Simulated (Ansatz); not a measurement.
Input, command and steps of an Ansatz relaxation.

```yaml
crystal:
  lattice:
    - [2.5221, 0.0, 0.0]
    - [-1.26105, 2.1842026709, 0.0]
    - [0.0, 0.0, 16.4743]
  atoms:
    - { symbol: C, position: [0.0, 0.0, 0.04688] }
    - { symbol: C, position: [0.0, 0.0, 0.54688] }
    - { symbol: C, position: [0.0, 0.0, 0.45312] }
    - { symbol: C, position: [0.0, 0.0, 0.95312] }
    - { symbol: C, position: [0.3333333333, 0.6666666667, 0.07813] }
    - { symbol: C, position: [0.6666666667, 0.3333333333, 0.57813] }
    - { symbol: C, position: [0.3333333333, 0.6666666667, 0.42187] }
    - { symbol: C, position: [0.6666666667, 0.3333333333, 0.92187] }
    - { symbol: C, position: [0.3333333333, 0.6666666667, 0.17188] }
    - { symbol: C, position: [0.6666666667, 0.3333333333, 0.67188] }
    - { symbol: C, position: [0.3333333333, 0.6666666667, 0.32812] }
    - { symbol: C, position: [0.6666666667, 0.3333333333, 0.82812] }
    - { symbol: C, position: [0.3333333333, 0.6666666667, 0.79688] }
    - { symbol: C, position: [0.6666666667, 0.3333333333, 0.29688] }
    - { symbol: C, position: [0.3333333333, 0.6666666667, 0.70312] }
    - { symbol: C, position: [0.6666666667, 0.3333333333, 0.20312] }
basis:
  ecutwfc: 420
kpoints:
  mp_grid: { grid: [12, 12, 2] }
hamiltonian:
  xc: pbe
scf:
  occupations: { method: gaussian, width: 0.02 }
output:
  forces: true
  stress: true
  eigenvalues: true
  write_density: true
  write_potential: true
  elf: true
  volumetric_format: npy
relax:
  adjacent_minimum: "off"
  f_tol: 0.005
  max_steps: 80
  cell: { stress_tol: 0.05 }
```

```bash
ansatz run input.yaml --threads 4 --pin off --max-ram 10240MiB --backend cpu --events-out ev --progress --plain --runs-dir out
```

Theory: DFT PBE, scalar-relativistic, plane waves, PAW (Ansatz).

Of 7 frames 6 are shown, positions in Å and forces in eV/Å; the SCF threshold varies from step to step. Steps run on the plane waves of an earlier cell, with a Pulay correction in the pressure. The basis is chosen afresh for the last frame, the zero of the energies, and at times for earlier ones too; energy and pressure can step there, also at an unchanged geometry. Where two frames share a geometry here, they differ by under 2 meV/atom and 0.3 GPa.

```xyz
16
Lattice="2.5221 0.0000 0.0000 -1.2611 2.1842 0.0000 0.0000 0.0000 16.4743" Properties=species:S:1:pos:R:3:forces:R:3 pbc="T T T" step=1 free_energy_over_end_meV_per_atom=1.27 pressure_GPa=2.00
C     0.0000    0.0000    0.7723    0.0000    0.0000   -0.0117
C     0.0000    0.0000    9.0095    0.0000    0.0000   -0.0117
C     0.0000    0.0000    7.4648    0.0000    0.0000    0.0117
C     0.0000    0.0000   15.7020    0.0000    0.0000    0.0117
C     0.0000    1.4561    1.2871    0.0000    0.0000    0.0168
C     1.2611    0.7281    9.5243    0.0000    0.0000    0.0168
C     0.0000    1.4561    6.9500    0.0000    0.0000   -0.0168
C     1.2611    0.7281   15.1872    0.0000    0.0000   -0.0168
C     0.0000    1.4561    2.8316    0.0000    0.0000   -0.3140
C     1.2611    0.7281   11.0688    0.0000    0.0000   -0.3140
C     0.0000    1.4561    5.4055    0.0000    0.0000    0.3140
C     1.2611    0.7281   13.6427    0.0000    0.0000    0.3140
C     0.0000    1.4561   13.1280    0.0000    0.0000    0.3238
C     1.2611    0.7281    4.8909    0.0000    0.0000    0.3238
C     0.0000    1.4561   11.5834    0.0000    0.0000   -0.3238
C     1.2611    0.7281    3.3463    0.0000    0.0000   -0.3238
16
Lattice="2.5191 0.0000 0.0000 -1.2595 2.1816 0.0000 0.0000 0.0000 16.5586" Properties=species:S:1:pos:R:3:forces:R:3 pbc="T T T" step=2 free_energy_over_end_meV_per_atom=0.38 pressure_GPa=0.71
C     0.0000    0.0000    0.7727    0.0000    0.0000    0.0579
C     0.0000    0.0000    9.0521    0.0000    0.0000    0.0579
C     0.0000    0.0000    7.5066    0.0000    0.0000   -0.0579
C     0.0000    0.0000   15.7859    0.0000    0.0000   -0.0579
C     0.0000    1.4544    1.2906    0.0000    0.0000   -0.0240
C     1.2595    0.7272    9.5699    0.0000    0.0000   -0.0240
C     0.0000    1.4544    6.9887    0.0000    0.0000    0.0240
C     1.2595    0.7272   15.2680    0.0000    0.0000    0.0240
C     0.0000    1.4544    2.8355    0.0000    0.0000    0.0999
C     1.2595    0.7272   11.1148    0.0000    0.0000    0.0999
C     0.0000    1.4544    5.4438    0.0000    0.0000   -0.0999
C     1.2595    0.7272   13.7231    0.0000    0.0000   -0.0999
C     0.0000    1.4544   13.1985    0.0000    0.0000    0.3067
C     1.2595    0.7272    4.9192    0.0000    0.0000    0.3067
C     0.0000    1.4544   11.6395    0.0000    0.0000   -0.3067
C     1.2595    0.7272    3.3601    0.0000    0.0000   -0.3067
16
Lattice="2.5214 0.0000 0.0000 -1.2607 2.1836 0.0000 0.0000 0.0000 16.5474" Properties=species:S:1:pos:R:3:forces:R:3 pbc="T T T" step=3 free_energy_over_end_meV_per_atom=0.21 pressure_GPa=0.23
C     0.0000    0.0000    0.7728    0.0000    0.0000    0.0046
C     0.0000    0.0000    9.0465    0.0000    0.0000    0.0046
C     0.0000    0.0000    7.5009    0.0000    0.0000   -0.0046
C     0.0000    0.0000   15.7746    0.0000    0.0000   -0.0046
C     0.0000    1.4557    1.2887    0.0000    0.0000    0.0073
C     1.2607    0.7279    9.5624    0.0000    0.0000    0.0073
C     0.0000    1.4557    6.9850    0.0000    0.0000   -0.0073
C     1.2607    0.7279   15.2587    0.0000    0.0000   -0.0073
C     0.0000    1.4557    2.8331    0.0000    0.0000    0.0598
C     1.2607    0.7279   11.1068    0.0000    0.0000    0.0598
C     0.0000    1.4557    5.4405    0.0000    0.0000   -0.0598
C     1.2607    0.7279   13.7142    0.0000    0.0000   -0.0598
C     0.0000    1.4557   13.1925    0.0000    0.0000    0.1500
C     1.2607    0.7279    4.9188    0.0000    0.0000    0.1500
C     0.0000    1.4557   11.6285    0.0000    0.0000   -0.1500
C     1.2607    0.7279    3.3548    0.0000    0.0000   -0.1500
16
Lattice="2.5217 0.0000 0.0000 -1.2608 2.1839 0.0000 0.0000 0.0000 16.5517" Properties=species:S:1:pos:R:3:forces:R:3 pbc="T T T" step=4 free_energy_over_end_meV_per_atom=0.17 pressure_GPa=0.00
C     0.0000    0.0000    0.7731    0.0000    0.0000   -0.0002
C     0.0000    0.0000    9.0489    0.0000    0.0000   -0.0002
C     0.0000    0.0000    7.5028    0.0000    0.0000    0.0002
C     0.0000    0.0000   15.7786    0.0000    0.0000    0.0002
C     0.0000    1.4559    1.2890    0.0000    0.0000    0.0008
C     1.2608    0.7280    9.5648    0.0000    0.0000    0.0008
C     0.0000    1.4559    6.9869    0.0000    0.0000   -0.0008
C     1.2608    0.7280   15.2627    0.0000    0.0000   -0.0008
C     0.0000    1.4559    2.8342    0.0000    0.0000   -0.0010
C     1.2608    0.7280   11.1100    0.0000    0.0000   -0.0010
C     0.0000    1.4559    5.4417    0.0000    0.0000    0.0010
C     1.2608    0.7280   13.7175    0.0000    0.0000    0.0010
C     0.0000    1.4559   13.1985    0.0000    0.0000    0.0000
C     1.2608    0.7280    4.9227    0.0000    0.0000    0.0000
C     0.0000    1.4559   11.6290    0.0000    0.0000    0.0000
C     1.2608    0.7280    3.3532    0.0000    0.0000    0.0000
16
Lattice="2.5217 0.0000 0.0000 -1.2608 2.1839 0.0000 0.0000 0.0000 16.5517" Properties=species:S:1:pos:R:3:forces:R:3 pbc="T T T" step=5 free_energy_over_end_meV_per_atom=0.00 pressure_GPa=0.05
C     0.0000    0.0000    0.7731    0.0000    0.0000    0.0005
C     0.0000    0.0000    9.0489    0.0000    0.0000    0.0005
C     0.0000    0.0000    7.5028    0.0000    0.0000   -0.0005
C     0.0000    0.0000   15.7786    0.0000    0.0000   -0.0005
C     0.0000    1.4559    1.2890    0.0000    0.0000    0.0001
C     1.2608    0.7280    9.5648    0.0000    0.0000    0.0001
C     0.0000    1.4559    6.9869    0.0000    0.0000   -0.0001
C     1.2608    0.7280   15.2627    0.0000    0.0000   -0.0001
C     0.0000    1.4559    2.8342    0.0000    0.0000   -0.0001
C     1.2608    0.7280   11.1100    0.0000    0.0000   -0.0001
C     0.0000    1.4559    5.4417    0.0000    0.0000    0.0001
C     1.2608    0.7280   13.7175    0.0000    0.0000    0.0001
C     0.0000    1.4559   13.1985    0.0000    0.0000    0.0006
C     1.2608    0.7280    4.9227    0.0000    0.0000    0.0006
C     0.0000    1.4559   11.6290    0.0000    0.0000   -0.0006
C     1.2608    0.7280    3.3532    0.0000    0.0000   -0.0006
16
Lattice="2.5217 0.0000 0.0000 -1.2609 2.1839 0.0000 0.0000 0.0000 16.5533" Properties=species:S:1:pos:R:3:forces:R:3 pbc="T T T" step=7 free_energy_over_end_meV_per_atom=0.00 pressure_GPa=0.00
C     0.0000    0.0000    0.7732    0.0000    0.0000    0.0001
C     0.0000    0.0000    9.0498    0.0000    0.0000    0.0001
C     0.0000    0.0000    7.5035    0.0000    0.0000   -0.0001
C     0.0000    0.0000   15.7801    0.0000    0.0000   -0.0001
C     0.0000    1.4559    1.2891    0.0000    0.0000   -0.0001
C     1.2609    0.7280    9.5657    0.0000    0.0000   -0.0001
C     0.0000    1.4559    6.9875    0.0000    0.0000    0.0001
C     1.2609    0.7280   15.2641    0.0000    0.0000    0.0001
C     0.0000    1.4559    2.8344    0.0000    0.0000    0.0004
C     1.2609    0.7280   11.1111    0.0000    0.0000    0.0004
C     0.0000    1.4559    5.4422    0.0000    0.0000   -0.0004
C     1.2609    0.7280   13.7188    0.0000    0.0000   -0.0004
C     0.0000    1.4559   13.1998    0.0000    0.0000    0.0002
C     1.2609    0.7280    4.9232    0.0000    0.0000    0.0002
C     0.0000    1.4559   11.6301    0.0000    0.0000   -0.0002
C     1.2609    0.7280    3.3535    0.0000    0.0000   -0.0002
```

It took 43 s on 4 threads of Intel(R) Xeon(R) Processor @ 2.50GHz (Skylake/Cascade Lake) (shared host), peak memory 0.53 GiB.